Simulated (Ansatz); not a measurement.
Data:

Sc:
```
CELL_PARAMETERS angstrom
      0.00000     2.31650     2.31650
      2.31650     0.00000     2.31650
      2.31650     2.31650     0.00000
ATOMIC_POSITIONS crystal
  Sc 0.00000 0.00000 0.00000
```

This is the r²SCAN+D4-relaxed structure.

Question: All from r²SCAN+D4 in the plane-wave PAW code Ansatz, unless another level is named. Estimate the bulk modulus (Birch–Murnaghan fit).

Answer: 52.8 GPa.

Question: Predict the elastic constants (relaxed ions, GPa).

Answer: C11 = 62.7, C12 = 49.1, C44 = 36.1.

Space group Fm-3m (fcc (Cu type)). The workflow started from an entry of the Crystallography Open Database (COD), which files this formula under 2 space groups. It is not the phase usual at ambient conditions (space group No. 194). Symmetry was held in the r²SCAN+D4 relaxation; its stability against distortions is not shown here. No spin polarisation was allowed. The pairwise dispersion correction was not fitted to metals. As this level gives no gap, shear constants depend on the k-mesh and smearing (Fermi–Dirac, 0.1 eV here).

Potentials: the later of the program's two PAW sets.
